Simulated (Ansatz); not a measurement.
**Pd (bcc): energy against volume**

Method: DFT, BLYP, plane waves (420 eV) with PAW, scalar-relativistic in Ansatz. The PAW files were generated under PBE, with cores re-solved for the functional.

The cell is scaled uniformly from the relaxed one, with fractional coordinates and shape fixed. Energies are extrapolated to zero smearing, pressures are those at the given smearing. Magnetic state: non-magnetic.

A Birch-Murnaghan fit gives V₀ = 16.45 Å³/atom, B₀ = 132 GPa, B₀′ = 5.6.

(1) What are the energy above the minimum and the pressure at 15.791 Å³/atom?

(2) What are the energy above the minimum and the pressure at 17.107 Å³/atom?

(3) What are the energy above the minimum and the pressure at 18.423 Å³/atom?

## Answers

(1) 11.9 meV/atom and 6.15 GPa as computed.

(2) 9.9 meV/atom and -4.54 GPa as computed.

(3) 76.0 meV/atom and -10.76 GPa as computed.
